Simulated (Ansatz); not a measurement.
## Relaxing As

Theory: DFT PBEsol, scalar-relativistic, plane waves, PAW in Ansatz. Settings: 420 eV cutoff, 12×12×12 k-mesh, Gaussian smearing of 0.02 eV, no spin polarisation.

What was changed in Se: Se → As on all its sites, cell and atoms relaxed.

Command:

```bash
ansatz run input.yaml --threads 1 --pin off --max-ram 2560MiB --backend cpu --events-out ev --progress --plain --runs-dir out
```

Input:

```yaml
crystal:
  lattice:
    - [4.8733965539, 2.8136568122, 1.6910991254]
    - [-4.8733965539, 2.8136568122, 1.6910991254]
    - [0.0, -5.6273136245, 1.6910991252]
  atoms:
    - { symbol: As, position: [0.4474420793, 0.271285846, 0.9899056838] }
    - { symbol: As, position: [0.9899056838, 0.4474420793, 0.271285846] }
    - { symbol: As, position: [0.271285846, 0.9899056838, 0.4474420793] }
    - { symbol: As, position: [0.5525579207, 0.728714154, 0.0100943162] }
    - { symbol: As, position: [0.0100943162, 0.5525579207, 0.728714154] }
    - { symbol: As, position: [0.728714154, 0.0100943162, 0.5525579207] }
basis:
  ecutwfc: 420
kpoints:
  mp_grid: { grid: [12, 12, 12] }
hamiltonian:
  xc: pbesol
scf:
  occupations: { method: gaussian, width: 0.02 }
output:
  forces: true
  stress: true
  eigenvalues: true
relax:
  adjacent_minimum: "off"
  f_tol: 0.01
  max_steps: 60
  cell: { stress_tol: 0.1 }
```

F is the free energy. Steps run on the plane waves of an earlier cell, but the last one, and at times one on the way, on a freshly chosen basis, so a repeated geometry can differ a little in energy.

Steps:

```json
{"step": "1", "F − F(1) (eV)": "0.0000", "largest force component (eV/Å)": "0.014", "V (Å³/atom)": "23.188", "P (GPa)": "-0.01"}
{"step": "2", "F − F(1) (eV)": "-0.0001", "largest force component (eV/Å)": "0.012", "V (Å³/atom)": "23.128", "P (GPa)": "0.03"}
{"step": "3", "F − F(1) (eV)": "-0.0002", "largest force component (eV/Å)": "0.002", "V (Å³/atom)": "23.155", "P (GPa)": "-0.01"}
{"step": "4", "F − F(1) (eV)": "-0.0002", "largest force component (eV/Å)": "0.002", "V (Å³/atom)": "23.155", "P (GPa)": "-0.01"}
```

Relaxed structure:

```cif
data_structure
_symmetry_space_group_name_H-M 'P 1'
_symmetry_Int_Tables_number 1
_cell_length_a 5.8704
_cell_length_b 5.8704
_cell_length_c 5.8704
_cell_angle_alpha 112.045
_cell_angle_beta 112.045
_cell_angle_gamma 112.045
_cell_volume 138.93
loop_
_atom_site_label
_atom_site_type_symbol
_atom_site_fract_x
_atom_site_fract_y
_atom_site_fract_z
_atom_site_occupancy
As1 As 0.44793 0.27171 0.99078 1
As2 As 0.99078 0.44793 0.27171 1
As3 As 0.27171 0.99078 0.44793 1
As4 As 0.55207 0.72829 0.00922 1
As5 As 0.00922 0.55207 0.72829 1
As6 As 0.72829 0.00922 0.55207 1
```

The structure is trigonal, space group R-3 (No. 148). The conventional cell has a = 9.736 Å, b = 9.736 Å, c = 5.077 Å, α = 90.00°, β = 90.00°, γ = 120.00°. As (site symmetry 1) is surrounded by 3 As at 2.46 to 2.50 Å.

The run converged. It took 4.8 min on 1 thread of Intel(R) Xeon(R) Platinum 8488C (Sapphire Rapids), on a shared host, peak memory 1.5 GiB.